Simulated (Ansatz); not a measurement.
Si₃N₄ in space group Fd-3m (No. 227; Si on 16c, Si on 8b, N on 32e), the program Ansatz at the r²SCAN level (PAW), all energies at zero smearing, with the estimated change up to a 700 eV cutoff added, with one set of potentials and settings (totals compare only within such a set). Cell of 14 atoms (6 Si, 8 N): -6928.616 eV.

```json
[
 {"element": "Si", "reference phase": "Fd-3m, 2 atoms in the cell", "E (eV/atom)": "-639.0667"},
 {"element": "N", "reference phase": "Pa-3, 8 atoms in the cell", "E (eV/atom)": "-384.8315"}
]
```

Formation energy per atom, worked out: (-6928.616 − 6×(-639.0667) − 8×(-384.8315))/14 = -1.112 eV/atom (-107 kJ per mol of atoms), at 0 K, without zero-point energy or fitted corrections.

The r²SCAN relaxation kept the symmetry of its start; phonons on a q-mesh show no instability. The references are the lowest solids computed at this level, not always the standard phases (solids in place of the gases).

Potentials: the later of the program's two PAW sets.
